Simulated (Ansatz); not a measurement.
BP (zinc blende)

```cif
data_BP
_chemical_formula_sum 'P1 B1'
_space_group_name_H-M_alt 'P 1'
_space_group_IT_number 1
_cell_length_a 3.21626
_cell_length_b 3.21626
_cell_length_c 3.21626
_cell_angle_alpha 60.000
_cell_angle_beta 60.000
_cell_angle_gamma 60.000
loop_
_space_group_symop_operation_xyz
  'x, y, z'
loop_
_atom_site_label
_atom_site_type_symbol
_atom_site_fract_x
_atom_site_fract_y
_atom_site_fract_z
_atom_site_occupancy
P1 P 0.75000 0.75000 0.75000 1
B1 B 0.00000 0.00000 0.00000 1
```

Equation-of-state scan: isotropic scaling of the cell above, V₀ being its volume. Symmetry pins the atoms to their sites.

Computed with PBE (plane waves to 420 eV, PAW, scalar-relativistic; Ansatz, a first-principles code). k mesh 12×12×12 (Γ-centred), Fermi-Dirac smearing 0.05 eV. Energies are smeared free energies. Stress and pressure are positive under compression. BP was relaxed with its symmetry unable to fall. The zero of ΔE is the relaxed starting cell.

Problem. Predict the ΔE (meV/atom) and P (GPa) at V/V₀ = 0.925, 0.975, 1.050, 1.075, 1.100.

Solution. 
```json
[
 {"V/V₀": "0.925", "ΔE (meV/atom)": "37.8", "P (GPa)": "14.6"},
 {"V/V₀": "0.975", "ΔE (meV/atom)": "3.9", "P (GPa)": "4.3"},
 {"V/V₀": "1.050", "ΔE (meV/atom)": "13.8", "P (GPa)": "-7.2"},
 {"V/V₀": "1.075", "ΔE (meV/atom)": "29.8", "P (GPa)": "-10.2"},
 {"V/V₀": "1.100", "ΔE (meV/atom)": "51.0", "P (GPa)": "-12.8"}
]
```

(A scan under strain: stresses follow from slopes of the energy per volume, elastic moduli from its curvatures.)
